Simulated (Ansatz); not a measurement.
As (A7 type, space group R-3m)

```cif
data_As2
_chemical_formula_sum 'As2'
_space_group_name_H-M_alt 'P 1'
_space_group_IT_number 1
_cell_length_a 4.01583
_cell_length_b 4.01583
_cell_length_c 4.01583
_cell_angle_alpha 56.207
_cell_angle_beta 56.207
_cell_angle_gamma 56.207
loop_
_space_group_symop_operation_xyz
  'x, y, z'
loop_
_atom_site_label
_atom_site_type_symbol
_atom_site_fract_x
_atom_site_fract_y
_atom_site_fract_z
_atom_site_occupancy
As1 As 0.23028 0.23028 0.23028 1
As2 As 0.76972 0.76972 0.76972 1
```

E(V) scan at fixed shape, V₀ the volume above. The atoms relax within the cell's symmetry.

Method: PBE-D3(BJ) (plane waves to 420 eV, PAW, scalar-relativistic; Ansatz, an electronic-structure program). k mesh 11×11×11 (Γ-centred), Fermi-Dirac smearing 0.05 eV. The energy includes the smearing's −TS. Stress and pressure are positive under compression. As was relaxed with its symmetry unable to fall. ΔE is measured from the relaxed starting cell.

```tsv
V (Å³/atom)	P (GPa)	ΔE (kJ/mol of atoms)
18.798	?	?
19.321	5.5	?
19.843	3.5	1.1
20.365	1.7	0.3
20.887	0.0	0.0
21.409	-1.5	0.2
21.932	-2.8	0.9
22.454	-3.9	2.0
22.976	-5.0	3.4
```

Task: What belongs in the gaps?

Result: 
- 18.798, P (GPa): 7.9
- 18.798, ΔE (kJ/mol of atoms): 4.6
- 19.321, ΔE (kJ/mol of atoms): 2.5

(A scan under strain: stresses follow from slopes of the energy per volume, elastic moduli from its curvatures.)
